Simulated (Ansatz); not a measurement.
Level of theory: DFT PBE, scalar-relativistic, plane waves, PAW in Ansatz 0.2.0. The final run on the 6-atom cell used 420 eV, a Γ-centred 12×12×12 mesh, 0.02 eV smearing and no spin polarisation.

The zero of energy is the elements' standard structures at the same level; no fitted shifts are applied.

Question: Find a candidate tetragonal semiconductor with formula Mg₂CdSe₃, with a gap near 0.6 eV, a formation energy near −0.97 eV/atom and a density near 5.03 g/cm³, in a cell of 6 atoms.

Answer: Mg₂CdSe₃, space group I4/mmm (No. 139). Mg is surrounded by 6 Se at 2.75–2.80 Å; Cd has 6 Se at 2.80–2.85 Å; Se on a site of symmetry 4mm is surrounded by 5 Mg at 2.75–2.80 Å and 1 Cd at 2.85 Å; around Se on a site of symmetry 4/mmm lie 4 Cd at 2.80 Å and 2 Mg at 2.80 Å.

```cif
data_structure
_symmetry_space_group_name_H-M 'I4/mmm'
_symmetry_Int_Tables_number 139
_cell_length_a 3.9553
_cell_length_b 3.9553
_cell_length_c 16.8049
_cell_angle_alpha 90.000
_cell_angle_beta 90.000
_cell_angle_gamma 90.000
_cell_volume 262.90
loop_
_atom_site_label
_atom_site_type_symbol
_atom_site_symmetry_multiplicity
_atom_site_Wyckoff_symbol
_atom_site_fract_x
_atom_site_fract_y
_atom_site_fract_z
_atom_site_occupancy
Mg1 Mg 4 e 0.50000 0.50000 0.16689 1
Cd1 Cd 2 a 0.00000 0.00000 0.00000 1
Se1 Se 4 e 0.50000 0.50000 0.33043 1
Se2 Se 2 b 0.50000 0.50000 0.00000 1
```

| Property | Result |
| --- | --- |
| Volume per atom | 21.91 Å³ |
| Density | 5.03 g/cm³ |
| Energy over the elements | −0.974 eV/atom |
| Gap on the 12×12×12 mesh of the 6-atom cell | 0.60 eV |

It was reached by relaxing an invented guess, and it needn't be the stable form of this composition. The answer needn't be unique; the calculation gave this one.

Kohn–Sham gaps at this level usually fall short of measured ones. The reference form of Se is held partly by dispersion forces, which this level lacks. Symmetry constrained the relaxation, so the result can be a saddle point.
